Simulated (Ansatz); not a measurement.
Be:
```
CELL_PARAMETERS angstrom
      2.25507     0.00000     0.00000
     -1.12753     1.95294     0.00000
      0.00000     0.00000     3.55834
ATOMIC_POSITIONS crystal
  Be 0.33333 0.66667 0.75000
  Be 0.66667 0.33333 0.25000
```

Relaxed with PBEsol. Special points in fractions of this cell's reciprocal vectors: Γ (0.000, 0.000, 0.000); M (0.500, 0.000, 0.000); K (0.333, 0.333, 0.000); A (0.000, 0.000, 0.500); L (0.500, 0.000, 0.500); H (0.333, 0.333, 0.500).

Question: List the band energies nearest the Fermi level at these points for PBEsol in the plane-wave PAW code Ansatz.

Answer: In eV from the Fermi level; about four levels below and three above (degenerate sets whole), none deeper than 8.9 eV; … stands for higher levels left out; points with the same levels are listed once.

```tsv
k	below	above
Γ	-4.54	1.08 …
M	-5.08 -3.17	3.60 6.47 …
K	-2.54 -1.03 -1.03	…
A	–	10.68 10.68 …
L	-3.70 -3.70	1.58 1.58 …
H	-1.17 -1.17	0.30 0.30 …
```

Space group P6_3/mmc (hcp (Mg type)). Symmetry was held in the PBEsol relaxation.

Potentials: the later of the program's two PAW sets.
